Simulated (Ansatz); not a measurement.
LaTeCl in space group P4/nmm (No. 129; La on 2c, Te on 2c, Cl on 2a), LDA in the plane-wave PAW code Ansatz. The conduction-band minimum lies at Γ, with 1 equivalent valley. Second derivatives d²E/dk² of the lowest band at one valley (eV·Å²), along Cartesian directions:

```
direction  d²E/dk²
---------  -------
[100]        24.11
[010]        24.11
[001]        9.097
[110]        24.11
[101]        16.61
[011]        16.61
```

Task: Find the principal effective masses, the density-of-states mass and the conductivity mass.

Result: Off-diagonal terms follow from H_xy = H[110] − (H_xx + H_yy)/2, and m*/mₑ = 7.620 eV·Å² over each eigenvalue: 0.32, 0.32, 0.84. One valley's DOS mass (m₁m₂m₃)^(1/3) = 0.44, conductivity mass 3/(Σ 1/mᵢ) = 0.40 mₑ.

Task: What effective density of states Nc follows at 300 K for parabolic valleys?

Result: Nc = 2.509e19 × 1 × (0.44)^(3/2) ≈ 7.3e18 cm⁻³.

Task: With the computed static dielectric constant 17.2 (mean of the diagonal), estimate a hydrogenic donor's binding energy and radius.

Result: E = 13.606 eV × 0.40/17.2² ≈ 18 meV; a = 0.529 Å × ε/m* ≈ 23 Å. Semilocal masses tend to be too small where the gap is.

The first step of the workflow began from a Materials Project structure, measured or hypothetical; the Crystallography Open Database copy checked does not list it. Its standing as an ambient phase is unchecked. Symmetry was held in the LDA relaxation; of distortions, only those at the zone centre were tested. Scalar-relativistic: spin–orbit coupling is off unless named, which matters more the heavier the elements.

Potentials: the later of the program's two PAW sets.
